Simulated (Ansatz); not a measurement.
**Calculated with Ansatz: Ba$_{2}$IrWO$_{6}$, settings compared**

Input:

```yaml
crystal:
  lattice:
    - [0.0, 5.541067, 0.0]
    - [5.541067, 0.0, 0.0]
    - [2.770533, 2.770533, -4.300197]
  atoms:
    - { symbol: Ba, position: [0.75, 0.25, 0.5] }
    - { symbol: Ba, position: [0.25, 0.75, 0.5] }
    - { symbol: Ir, position: [0.0, 0.0, 0.0] }
    - { symbol: W, position: [0.5, 0.5, 0.0] }
    - { symbol: O, position: [0.238, 0.272, 0.0] }
    - { symbol: O, position: [0.272, 0.762, 0.0] }
    - { symbol: O, position: [0.762, 0.728, 0.0] }
    - { symbol: O, position: [0.728, 0.238, 0.0] }
    - { symbol: O, position: [0.28, 0.28, 0.44] }
    - { symbol: O, position: [0.72, 0.72, 0.56] }
  symmetry: { tolerance: 0.0003 }
kpoints:
  mp_grid: { grid: [4, 4, 4], shift: [0, 0, 0] }
magnetization:
  spin_polarized: false
scf:
  occupations: { method: cold, width: 0.0863 }
hamiltonian:
  pseudopotentials: { kind: paw }
  xc: pbe
basis:
  ecutwfc: 420
output:
  forces: true
  stress: true
  eigenvalues: true
```

Run with:

```bash
ansatz run input.yaml --threads 1 --pin off --max-ram 2560MiB --backend cpu --events-out ev --progress --plain --runs-dir out
```

Origin of the cell: a known structure type with other elements, at an estimated volume, so it need not be a known compound.

Output of this run (shortened):

```
Pseudopotentials: kind: paw
Pseudopotential: Ba, paw, valence charge 10, recommended cutoff 420 eV (normal), Ba.paw.azcp
Pseudopotential: Ir, paw, valence charge 17, recommended cutoff 420 eV (normal), Ir.paw.azcp
Pseudopotential: W, paw, valence charge 14, recommended cutoff 420 eV (normal), W.paw.azcp
Pseudopotential: O, paw, valence charge 6, recommended cutoff 420 eV (normal), O.paw.azcp
Functional definition: PBE
  exchange = pbe_x(kappa = kappa, mu = beta*pi^2/3)
  correlation = pbe_c(beta = beta)
Crystal: 10 atoms, lattice volume = 132.031 Å³
Basis set: ecut = 420 eV, 2599 PW (Γ), exchange–correlation on 80×80×80 points (8 copies of the dense FFT grid, shifted against one another)
Bands: 54, of which v1, the nominal top of the filled ones, is band 44 counted from 1 (43 counted from 0)
Symmetry: 8 space group operations
[… 10 lines left out …]
Initial density: superposition of atomic densities (neutral atoms: chi_scale 0, normalization atom), corrected by the library's trained network
Functional: x = pbe(κ = 0.804, μ = 0.219515), c = pbe(β = 0.066725)
SCF iter   1: F=—  HF=-37629.263103 eV  Δρ=4.30e-3  dr2=1.67e-2  defer=6
SCF iter   2: F=—  HF=-37629.263936 eV  S|Δr|=    0.00e0  Δρ=2.19e-3  dr2=3.81e-3  defer=11
SCF iter   3: F=—  HF=-37629.263848 eV  S|Δr|=    0.00e0  Δρ=5.32e-4  dr2=5.23e-4  defer=11
SCF iter   4: F=—  HF=-37629.263772 eV  S|Δr|=    0.00e0  Δρ=1.84e-4  dr2=9.76e-5  defer=11
SCF iter   5: F=—  HF=-37629.263720 eV  S|Δr|=    0.00e0  Δρ=5.98e-5  dr2=7.95e-6  defer=11
SCF iter   6: F=—  HF=-37629.263718 eV  S|Δr|=    0.00e0  Δρ=1.84e-5  dr2=6.34e-7  defer=11
SCF iter   7: F=-37629.263718 eV  HF=-37629.263718 eV  S|Δr|=    0.00e0  Δρ=4.22e-6  dr2=4.47e-8
SCF 1 converged in 7 iterations: F = -37629.263718 eV  dr2 = 4.47e-8
SCF converged after 7 iterations
Stability not checked: this state was not tested for a lower state beside it, because cold or Methfessel-Paxton smearing, or corrected tetrahedra, fill the levels in a way that the test cannot read (fill_not_monotonic; […]
Free energy (F): -37629.263718 eV
Harris-Foulkes:  -37629.263718 eV  (|F-HF|=6.69e-9)
Internal energy: -37629.254443 eV  (E = F + TS)
E sigma→0 (E₀):  -37629.260627 eV
Entropy (-TS):   -0.009275 eV (-0.928 meV/atom)
Fermi energy:    14.706537 eV
--- Per-component energies (eV) ---
  E_band       = -323.674034
  E_kinetic    = 2477.685980
  E_local      = -5329.953379  (includes V_loc(G=0)·N_el)
  E_nonlocal   = 475.711659
  E_hartree    = 2038.972208
  E_xc         = -1319.026545
  E_vxc        = -1382.077036  (∫ρ·V_xc dr)
  E_paw        = -29186.635000  (= ΣΔE_a)
  E_vpaw       = -642.998548  (= ΣTr[D̂ρ^β])
  E_aug_tail   = 0.014746  (compensation charges beyond the density's cutoff)
  E_ewald      = -6786.024114
  E_smearing   = -0.009275  (= −TS)
  Σ components = -37629.263718   (vs F -37629.263718, Δ=0.00e0)
--- Forces (eV/Å), atoms counted from 1 ---
  atom   1  Ba     0.000000    -0.000000    -0.000000
[… 4 lines left out …]
  atom   6  O     -0.196475     0.194119     0.000000
  atom   7  O     -0.194119    -0.196475     0.000000
  atom   8  O      0.196475    -0.194119    -0.000000
  atom   9  O     -0.000000    -0.000000    -1.188002
  atom  10  O      0.000000     0.000000     1.188002
  max |Σ_I F_I| component: 2.78e-17 eV/Å
--- Stress (GPa, compression-positive) ---
       10.880233       0.000000       0.000000
       -0.000000      10.880233       0.000000
        0.000000       0.000000      14.667833
  P = ⅓ Tr σ = 12.1428 GPa (121.428 kbar)
```

The same input was run again with these changes:

1. `scf.initial_density.chi_scale` default → 0.0
2. `scf.occupations.width` 0.0863 → default; `scf.occupations.method` cold → tetrahedron_uncorrected; `scf.initial_density.chi_scale` default → 0.3
3. `hamiltonian.hubbard` default → { sites: [{ species: W, l: d, u_eff: 2.0 }], double_counting: fll }; `hamiltonian.xc` pbe → r2scan
4. `scf.convergence.dr2_threshold` default → 1.0e-06

```
 run        end  SCF iterations  P (GPa)  max force component (eV/Å)  moment (μB)  ΔE(σ→0) (meV/atom)
base  converged               7    12.14                       1.188            –                   0
   1  converged              10    12.14                       1.188            –                0.00
   2  converged              13    12.23                       1.162            –                5.30
   3  converged              12     8.76                       0.819            –                   –
   4  converged               6    12.14                       1.188            –                0.00
```

Energies are compared only where functional, datasets, charge and starting cell are the same.

Caveats of the base run: no moments, though an odd count or open d shells may carry them; no spin-orbit coupling, though heavy elements are present; the k mesh is coarse if the cell is a metal.

Run 3: the cutoff lies below the datasets' advice.
Run 4: the SCF threshold is loose for forces.

The base run ran for 5.2 s on 1 thread of Arm Neoverse V2, on a shared host, peak memory 0.45 GiB, from the program's own first density.
